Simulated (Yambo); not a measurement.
G0W0@PBEsol for Cs2ICl6F (space group Fm-3m, No. 225) in Yambo. Reference settings: 2×2×2 Γ-centred k mesh, 311 bands and a 6 Ry block in the screening, 311 bands in G with the Bruneval-Gonze terminator, plasmon pole fitted at 27.2 eV. The PBEsol gap L → L on this mesh is 1.11 eV; G0W0 gaps are taken between the same points.

```tsv
change from the reference	G0W0 gap L → L (eV)	shift of the valence edge (eV)
reference settings	1.75	-0.21
117 bands in G	1.86	-0.14
5 Ry block	1.80	-0.23
no terminator	1.74	-0.05
pole fitted at 40 eV	1.75	-0.23
199 bands in G, no terminator	1.78	0.07
3 Ry block	___	-0.37
117 bands in W, 117 bands in G	1.99	-0.04
```

### Question
Estimate the withheld gaps from the other rows; the computed values follow.

### Answer

- 3 Ry block, G0W0 gap L → L (eV): 2.06

The reference isn't shown to be the converged limit.

Spin-orbit coupling is not included.

Geometry of the Materials Project entry, not relaxed at this level; primitive cell a = 7.5459 Å, b = 7.5459 Å, c = 7.5459 Å, α = 60.00°, β = 60.00°, γ = 60.00°.

The structure is a Materials Project entry; no match was found in the copy of COD used, and its stability was not checked.

A shift is the quasiparticle energy of the state minus its PBEsol energy.
